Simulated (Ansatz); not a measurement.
LiC:
```
LiC
1.0
   -1.78652     2.40254     2.65237
    1.78652    -2.40254     2.65237
    1.78652     2.40254    -2.65237
Li C
2 2
Direct
  0.73856   0.23856   0.50000
  0.26144   0.76144   0.50000
  0.86921   0.00000   0.86921
  0.13079   0.00000   0.13079
```

Cartesian axes are those of the cell as given.

### Question
Give the high-frequency dielectric tensor and the Born effective charge tensors of the independent atoms from DFPT, DFT-PBEsol in the program Ansatz with PAW potentials.

### Answer

ε∞:
```
3.05  0.00  0.00
0.00  3.90  0.00
0.00  0.00  3.31
```
Z* of atom 1 (Li), rows: field, columns: displacement, in e:
```
0.95  0.00  0.00
0.00  0.88  0.00
0.00  0.00  0.94
```
Z* of atom 3 (C), rows: field, columns: displacement, in e:
```
-0.95   0.00   0.00
 0.00  -0.88   0.00
 0.00   0.00  -0.94
```

Space group Immm. The workflow started from a Materials Project entry (that database holds measured and hypothetical structures alike); the Crystallography Open Database files this formula in space group No. 71, but the cells were not matched. Its standing as an ambient phase is unchecked. Symmetry was held in the PBEsol relaxation; whether a distortion lowers the energy is not shown.

Potentials: the later of the program's two PAW sets.
